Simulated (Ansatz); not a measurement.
**Se, beta-Sn type: geometry optimisation**

All numbers below come from DFT, PBEsol, plane waves (420 eV) with PAW, scalar-relativistic (Ansatz). (PAW data from PBE, frozen cores regenerated.)

k-point mesh 12×12×8, Fermi-Dirac smearing 0.1 eV, no spin polarisation. Cell and atoms relax.

Starting structure:

```yaml
crystal:
  lattice:
    - [-2.7576008224, 2.7576008224, 1.5056500491]
    - [2.7576008224, -2.7576008224, 1.5056500491]
    - [2.7576008224, 2.7576008224, -1.5056500491]
  atoms:
    - { symbol: Se, position: [0.0, 0.0, 0.0] }
    - { symbol: Se, position: [0.75, 0.25, 0.5] }
hamiltonian:
  xc: pbesol
  pseudopotentials:
    kind: paw
    azcp:
      Se: "pseudopotentials/Se.paw.azcp"
basis:
  ecutwfc: 420
  fft_grid_basis: typed
kpoints:
  mp_grid: { grid: [12, 12, 8], shift: [0, 0, 0] }
magnetization:
  spin_polarized: false
scf:
  occupations: { method: fermi_dirac, width: 0.1 }
relax:
  max_steps: 60
  f_tol: 0.01
  cell: {}
```

Task: The pressure at the start is -4.5 GPa. By how much does the volume change?

Result: From 22.90 to 24.59 Å³ per atom, 7.4 %. The final cell has a = 2.792 Å, b = 7.744 Å, c = 4.550 Å, β = 90.84°.

The cell has left the beta-Sn structure type; it ends in C2/c.

Task: How much energy does the relaxation gain?

Result: 216.0 meV per atom.

The k-point mesh keeps fewer symmetry operations than the starting structure has, so the cell can leave it.
